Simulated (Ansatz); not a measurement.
Notes on K₂MoCl₆

```
Mo Cl K
1.0
     0.00000    4.92836    4.92836
     4.92836    0.00000    4.92836
     4.92836    4.92836    0.00000
Mo Cl K
1 6 2
Direct
  0.00000 0.00000 0.00000
  0.76500 0.23500 0.23500
  0.23500 0.76500 0.23500
  0.23500 0.76500 0.76500
  0.76500 0.23500 0.76500
  0.23500 0.23500 0.76500
  0.76500 0.76500 0.23500
  0.25000 0.25000 0.25000
  0.75000 0.75000 0.75000
```

Level: PBEsol, no spin polarisation; 420 eV; 6×6×6 Γ-centred mesh; fermi-dirac occupations (width 0.0111 eV); Ansatz 0.2.0, fixed geometry.

Task: Is it stable against the elements?

Result: -1.40 eV an atom against the elements' usual phases (free molecules for gases, crystals otherwise, with no correction for O₂ or N₂), so it is bound against them; other compounds may still compete. Relaxing would lower it.

Task: What do density and ELF say about some of the short contacts?

Result: Mo–Cl at 2.32 Å: least valence density 0.65 e/Å³ and ELF 0.26 there. K–Cl at 3.49 Å: least valence density 0.04 e/Å³ and ELF 0.02 there, so no covalent bond. These are pseudo-fields; inside the PAW spheres they differ from the all-electron ones.

Task: Give the Bader charges.

Result: Bader charges in e: K +0.88, Mo +1.77, Cl -0.59. In the mean Mo gives up most and Cl takes most.

Task: What happens at the Fermi level?

Result: It is a metal, with about 10 states/eV a cell as the mean within 0.25 eV of the Fermi level, mostly Mo d (69 %) and Cl p (26 %).

Task: Where is the largest force?

Result: The largest is on Cl7 (and as large on other atoms): 0.73 eV/Å, components (0.00, 0.00, -0.73). It makes 180° with the line to a nearest neighbour, Mo1 at 2.32 Å, pointing away from it.

Origin: a database entry at a rescaled volume. Caveats: many states at the Fermi level without spin polarisation, so a magnetic state may lie lower; the Fermi level lies in a narrow band between gaps, which spin or distortion may split; correlation that this level lacks may open a gap in such a compound.
